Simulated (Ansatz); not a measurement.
LiTaO3:
```
LiTaO3
1.0
    2.53664     1.46453     4.55316
   -2.53664     1.46453     4.55316
    0.00000    -2.92906     4.55316
Li Ta O
2 2 6
Cartesian
  0.00000   0.00000   9.62263
  0.00000   0.00000   2.79289
  0.00000   0.00000  13.50600
  0.00000   0.00000   6.67626
 -0.65270   1.41305   7.99753
  1.55009  -0.14127   7.99753
 -0.89738  -1.27178   7.99753
  0.98655   1.32326   5.72095
  0.65270  -1.51601   5.72095
 -1.63925   0.19275   5.72095
```

x, y and z are the axes in which the lattice vectors are written.

**Question.** Give the high-frequency dielectric tensor and the Born effective charge tensors of the independent atoms from DFPT, LDA in the plane-wave PAW code Ansatz.

**Answer.** 
ε∞:
```
5.10  0.00  0.00
0.00  5.10  0.00
0.00  0.00  5.25
```
Z* of atom 1 (Li), rows: field, columns: displacement, in e:
```
 1.15   0.17   0.00
-0.17   1.15   0.00
 0.00   0.00   1.02
```
Z* of atom 3 (Ta), rows: field, columns: displacement, in e:
```
 7.27  -1.55   0.00
 1.55   7.27   0.00
 0.00   0.00   7.40
```
Z* of atom 5 (O), rows: field, columns: displacement, in e:
```
-1.68  -0.16  -0.10
-0.18  -3.93  -1.84
-0.16  -1.85  -2.81
```

Space group R3c. The LDA relaxation kept the symmetry of its start. The run is not spin-polarised. Spin–orbit coupling is left out wherever it is not named.

Potentials: the later of the program's two PAW sets.
